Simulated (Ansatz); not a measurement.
The relaxed structure here is a generated cell of Te2Mo: the first start was made by placing the elements on the sites of a structure type, and the end was not matched to a known phase here, so it may be hypothetical. Known forms of Te2Mo include space group No. 194.

The end point of a relaxation of Te$_{2}$Mo. Computed with PBE (plane waves to 420 eV, PAW, scalar-relativistic; Ansatz, a program for electronic structure).

```xyz
12
Lattice="6.6921 0.0000 0.0000 0.0000 6.6921 0.0000 0.0000 0.0000 6.6921" Properties=species:S:1:pos:R:3 pbc="T T T"
Mo     0.0000     0.0000     0.0000
Mo     3.3461     3.3461     0.0000
Mo     0.0000     3.3461     3.3461
Mo     3.3461     0.0000     3.3461
Te     2.4385     2.4385     2.4385
Te     5.7845     0.9076     4.2537
Te     4.2537     5.7845     0.9076
Te     0.9076     4.2537     5.7845
Te     4.2537     4.2537     4.2537
Te     0.9076     5.7845     2.4385
Te     2.4385     0.9076     5.7845
Te     5.7845     2.4385     0.9076
```

### Question
Find the space group and the Wyckoff positions (tolerance 0.01 Å).

### Answer
Space group Pa-3 (No. 205); a = b = c = 6.6921 Å, α = β = γ = 90.00°

```
atom  site  symmetry       x       y       z
----  ----  --------  ------  ------  ------
Mo      4a      .-3.  0.0000  0.0000  0.0000
Te      8c       .3.  0.3644  0.3644  0.3644
```

### Question
Give the shortest distances between elements (the closest pairs, up to four, under 3.6 Å).

### Answer
Mo–Te 2.76 Å; Te–Te 3.14 Å.

| Property | Value |
|---|---|
| Volume per atom | 24.98 Å³ |
| Band gap | no gap (metallic) |

No spin polarisation in the result. A magnetic state may lie lower.

The run could not lose the symmetry of its start: the end is stationary, and may be a saddle point rather than a minimum.
